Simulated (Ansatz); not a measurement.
## Ti: energy along a strain

Ti, P6_3/mmc, a = 2.950 Å, c = 4.686 Å (as given, not relaxed at this level: -5.9 GPa). Ansatz: PBEsol, PAW, 420 eV, Γ-centred 18×18×10 mesh on 2 atoms, Gaussian smearing 0.15 eV; no spin polarisation. Cell vectors (Å): 2.950 0.000 0.000; -1.475 2.555 0.000; 0.000 0.000 4.686. The cell is strained by x per cent times the pattern (1 1 0 0 0 0) in the order xx yy zz yz xz xy (engineering shears), with fractional coordinates held. y is the free energy over the start, V0 = 17.658 Å³/atom.

| x (%) | y (meV/atom) |
| --- | --- |
| -6.00 | ? |
| -4.50 | 0.86 |
| -3.00 | -12.87 |
| -1.50 | -12.79 |
| 0.00 | 0.00 |
| 1.50 | 24.39 |
| 3.00 | 59.26 |
| 4.50 | 103.51 |
| 5.25 | 128.83 |
| 6.00 | 156.11 |

Problem. Fit y = c1 x + c2 x² + c3 x³ to the other rows, get the stiffness along the pattern, and predict the missing energy.

Solution. Least squares on the rows shown. y = 12.509 x + 2.5773 x² − 0.054354 x³. The clamped-ion stiffness p·C·p = 2 × 25.77 eV × 160.2 / 17.658 Å³ = 468 GPa (second derivative at the start, which stands under stress). At x = -6.00 the fit asked for gives 29.47 meV/atom. The run gave 29.42 meV/atom, so the fit is 0.05 meV/atom too high, a small miss on the scale of the series.